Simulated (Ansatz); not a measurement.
Values for one crystal, relaxed and computed with DFT-r²SCAN in the program Ansatz with PAW potentials; other levels are named.

```yaml
volume_per_atom: 22.86 Å³
electronic_character: metallic (no gap)
hill_bulk_and_shear_moduli: 37.7 and 15.5 GPa
debye_temperature_from_the_elastic_constants: 348 K
Bulk modulus (Birch–Murnaghan fit): 37.9 GPa
mechanical_stability: stable (all eigenvalues of C positive)
Young's modulus: 40.9 GPa
```

Problem. Which compound is it?
(A) Mg, P6/mmm (Mg on 1a, Mg on 2d)
(B) Nb, P6/mmm (Nb on 1a, Nb on 2d)
(C) Ag, P6/mmm (Ag on 2e, Ag on 2d, Ag on 3f)
(D) Mo, P6/mmm (Mo on 1a, Mo on 2d)

Solution. A, Mg, P6/mmm (Mg on 1a, Mg on 2d)

A made-up cell: these elements were put on the sites of a structure type; the Crystallography Open Database copy checked does not list it. It is not the phase usual at ambient conditions (space group No. 194). Symmetry was held in the r²SCAN relaxation; whether a distortion lowers the energy is not shown. As this level gives no gap, shear constants depend on the k-mesh and smearing (Fermi–Dirac, 0.1 eV here).

Potentials: the earlier of the program's two PAW sets.
